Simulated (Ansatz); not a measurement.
Mo:
```
Mo
1.0
   -1.57536     1.57536     1.57536
    1.57536    -1.57536     1.57536
    1.57536     1.57536    -1.57536
Mo
1
Direct
  0.00000   0.00000   0.00000
```

Relaxed with r²SCAN. Special points in fractions of this cell's reciprocal vectors: Γ (0.000, 0.000, 0.000); H (0.500, -0.500, 0.500); N (0.000, 0.000, 0.500); P (0.250, 0.250, 0.250).

Question: List the band energies nearest the Fermi level at these points for plane-wave PAW r²SCAN (Ansatz code).

Answer: In eV from the Fermi level; about four levels below and three above (degenerate sets whole), none deeper than 8.9 eV; … stands for higher levels left out; points with the same levels are listed once.

| k | below | above |
|---|---|---|
| Γ | -7.65 -1.43 -1.43 -1.43 | … |
| H | -5.64 -5.64 | … |
| N | -5.59 -3.59 | 1.56 1.87 … |
| P | -2.82 -2.82 -2.82 | … |

Space group Im-3m (bcc (W type)). The cell was relaxed with r²SCAN under the symmetry of its start. No spin polarisation was allowed. Spin–orbit coupling is left out wherever it is not named.

Potentials: the earlier of the program's two PAW sets.
